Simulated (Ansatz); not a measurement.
Ti$_{2}$C:
```yaml
crystal:
  lattice:
    - [1.53915, 0.88863, 4.82141]
    - [-1.53915, 0.88863, 4.82141]
    - [0.00000, -1.77726, 4.82141]
  atoms:
    - { symbol: Ti, position: [0.24516, 0.24516, 0.24516] }
    - { symbol: Ti, position: [0.75484, 0.75484, 0.75484] }
    - { symbol: C, position: [0.50000, 0.50000, 0.50000] }
```

Relaxed with r²SCAN.

### Question
Map the electron localisation function on the plane through (0.500, 0.500, 0.500) spanned by u = [1, -1, 0] and v = [1, 1, -1] in lattice vectors, from plane-wave PAW r²SCAN (Ansatz code).

### Answer
x is the fraction of u, y of v (the angle between them is 90°; rows are the nearest grid lines); atoms in the plane: Ti at (0.50, 0.24), Ti at (0.50, 0.76), C at (0.00, 0.00).
```
y \ x   0.000  0.0625  0.188  0.250  0.375  0.438  0.562  0.625  0.750  0.812  0.938   1.00
------  -----  ------  -----  -----  -----  -----  -----  -----  -----  -----  -----  -----
1.00    0.021   0.104  0.765  0.800  0.487  0.266  0.266  0.487  0.800  0.765  0.104  0.021
0.933   0.513   0.600  0.780  0.686  0.187  0.108  0.108  0.187  0.686  0.780  0.600  0.513
0.833   0.688   0.635  0.190  0.207  0.623  0.613  0.613  0.623  0.207  0.190  0.635  0.688
0.767   0.331   0.246  0.131  0.427  0.482  0.086  0.086  0.482  0.427  0.131  0.246  0.331
0.700   0.242   0.179  0.105  0.357  0.674  0.526  0.526  0.674  0.357  0.105  0.179  0.242
0.600   0.620   0.574  0.247  0.130  0.115  0.152  0.152  0.115  0.130  0.247  0.574  0.620
0.533   0.802   0.787  0.648  0.519  0.275  0.213  0.213  0.275  0.519  0.648  0.787  0.802
0.467   0.802   0.787  0.648  0.519  0.275  0.213  0.213  0.275  0.519  0.648  0.787  0.802
0.400   0.620   0.574  0.247  0.130  0.115  0.152  0.152  0.115  0.130  0.247  0.574  0.620
0.300   0.242   0.179  0.105  0.357  0.674  0.526  0.526  0.674  0.357  0.105  0.179  0.242
0.233   0.331   0.246  0.131  0.427  0.482  0.086  0.086  0.482  0.427  0.131  0.246  0.331
0.167   0.688   0.635  0.190  0.207  0.623  0.613  0.613  0.623  0.207  0.190  0.635  0.688
0.0667  0.513   0.600  0.780  0.686  0.187  0.108  0.108  0.187  0.686  0.780  0.600  0.513
0.000   0.021   0.104  0.765  0.800  0.487  0.266  0.266  0.487  0.800  0.765  0.104  0.021
```

The density is the valence pseudo-density with augmentation charge, so density and ELF within about 1 Å of a nucleus are not all-electron values.

Space group R-3m. The workflow started from a Materials Project entry (that database holds measured and hypothetical structures alike); the Crystallography Open Database copy checked does not list it. Whether it is the stable phase at ambient conditions was not checked. The r²SCAN relaxation kept the symmetry of its start; of distortions, only those at the zone centre were tested. No spin polarisation was allowed.

Potentials: the later of the program's two PAW sets.
